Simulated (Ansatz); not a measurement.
Ba:
```yaml
crystal:
  lattice:
    - [0.00000, 3.78205, 3.78205]
    - [3.78205, 0.00000, 3.78205]
    - [3.78205, 3.78205, 0.00000]
  atoms:
    - { symbol: Ba, position: [0.00000, 0.00000, 0.00000] }
    - { symbol: Ba, position: [0.25000, 0.25000, 0.25000] }
```

Relaxed with r²SCAN. Special points in fractions of this cell's reciprocal vectors: Γ (0.000, 0.000, 0.000); X (0.500, 0.000, 0.500); U (0.625, 0.250, 0.625); K (0.375, 0.375, 0.750); L (0.500, 0.500, 0.500); W (0.500, 0.250, 0.750).

Problem. List the band energies nearest the Fermi level at these points for the program Ansatz at the r²SCAN level (PAW).

Solution. In eV from the Fermi level; about four levels below and three above (degenerate sets whole), none deeper than 8.9 eV; points with the same levels are listed once.

```json
[
 {"k": "Γ", "below": "-2.19", "above": "0.21 0.21 1.44 1.44 1.44"},
 {"k": "X", "below": "-0.87 -0.87", "above": "1.06 1.06 2.20 2.20"},
 {"k": "U", "below": "-1.03 -0.58", "above": "0.45 1.57 2.10"},
 {"k": "L", "below": "-0.40 -0.07", "above": "0.24 0.24 1.08 1.08"},
 {"k": "W", "below": "-0.91 -0.91", "above": "1.14 1.14 2.12 2.12"}
]
```

Space group Fd-3m (diamond). The start of the workflow was typed in or built on a structure type; neither database checked (COD, Materials Project) lists it. It is not the phase usual at ambient conditions (space group No. 229). The cell was relaxed with r²SCAN under the symmetry of its start. At this level the phase is mechanically unstable. The volume moved by -46 % from the start of the relaxation. Spin–orbit coupling is left out wherever it is not named.

Potentials: the later of the program's two PAW sets.
